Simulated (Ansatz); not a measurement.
One crystal and one scan (energy over volume and axial ratio) at two levels, r2SCAN (plane waves to 500 eV, PAW, scalar-relativistic; Ansatz, an electronic-structure program) and PBE (plane waves to 420 eV, PAW, scalar-relativistic; Ansatz), each from its own relaxed cell and on its own mesh. The cell shown is that of r2SCAN.

BeS (zinc blende)

```yaml
crystal:
  lattice:
    - [0.00000, 2.43426, 2.43426]
    - [2.43426, 0.00000, 2.43426]
    - [2.43426, 2.43426, 0.00000]
  atoms:
    - { symbol: S, position: [0.25000, 0.25000, 0.25000] }
    - { symbol: Be, position: [0.00000, 0.00000, 0.00000] }
```

Grid over V/V₀ and (c/a)/(c/a)₀, subscript 0 meaning the relaxed cell; the conventional c axis lies along z; no internal relaxation.

The energy includes the smearing's −TS. BeS was relaxed with its symmetry unable to fall. Percentages come from the unrounded values.

Results of r2SCAN:

```
Quantity                                                     Result
-----------------------------------------------------------  ------
Lattice constant a (Å)                                        4.869
Band gap of the relaxed cell, no spin-orbit coupling (eV)      3.59
Shear modulus C′ = (C11 − C12)/2 (fit, atoms clamped) (GPa)      50
```

Q: Estimate the PBE values.

A: 
```tsv
quantity	PBE	r2SCAN − PBE
Lattice constant a (Å)	4.876	-0.007 (-0.2 %)
Band gap of the relaxed cell, no spin-orbit coupling (eV)	3.15	+0.44 (+14 %)
Shear modulus C′ = (C11 − C12)/2 (fit, atoms clamped) (GPa)	48	+2 (+4 %)
```

r2SCAN gives the higher value for: band gap of the relaxed cell, no spin-orbit coupling. They agree on: lattice constant a (within 0.2 %). Neither level is exact: the differences show how much the result hangs on the functional.

(Under strain, the slope of the energy per volume gives the stress and its curvature an elastic modulus.)
